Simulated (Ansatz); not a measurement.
# Property card for SiW

SiW:
```cif
data_SiW
_chemical_formula_sum 'W1 Si1'
_space_group_name_H-M_alt 'Pm-3m'
_space_group_IT_number 221
_space_group_name_Hall '-P 4 2 3'
_cell_length_a 3.05647
_cell_length_b 3.05647
_cell_length_c 3.05647
_cell_angle_alpha 90.000
_cell_angle_beta 90.000
_cell_angle_gamma 90.000
loop_
_atom_site_label
_atom_site_type_symbol
_atom_site_symmetry_multiplicity
_atom_site_Wyckoff_symbol
_atom_site_fract_x
_atom_site_fract_y
_atom_site_fract_z
_atom_site_occupancy
W1 W 1 a 0.00000 0.00000 0.00000 1
Si1 Si 1 b 0.50000 0.50000 0.50000 1
```

Space group Pm-3m (No. 221), CsCl type; conventional cell a = b = c = 3.056 Å, α = β = γ = 90.00°.

Method: PBE in the plane-wave PAW code Ansatz. Structure relaxed to zero pressure with the same functional. Other levels are named where they apply.

**Cell and energy**

```
Property                                                     Result
-----------------------------------------------------  ------------
Volume per atom                                            14.28 Å³
Density                                                 12.32 g/cm³
Formation energy from the elements (no fitted shifts)  0.13 eV/atom
```

**Electronic structure**

```
Quantity                                                                    Value
------------------------------------  -------------------------------------------
Electronic character                                            metallic (no gap)
Density of states at the Fermi level  1.4 states/eV per atom (mean over ±0.08 eV)
```

**Mechanics**

```
Quantity                              Value
----------------------------------  -------
Bulk modulus (Birch–Murnaghan fit)  233 GPa
Pressure derivative B′                  4.4
```

A made-up cell: these elements were put on the sites of a structure type; neither database checked (COD, Materials Project) lists it. Its standing as an ambient phase is unchecked. Symmetry was held in the PBE relaxation; its stability against distortions is not shown here. No spin polarisation was allowed. The references are the lowest solids computed at this level, not always the standard phases. Spin–orbit coupling is left out wherever it is not named.

Potentials: the later of the program's two PAW sets.
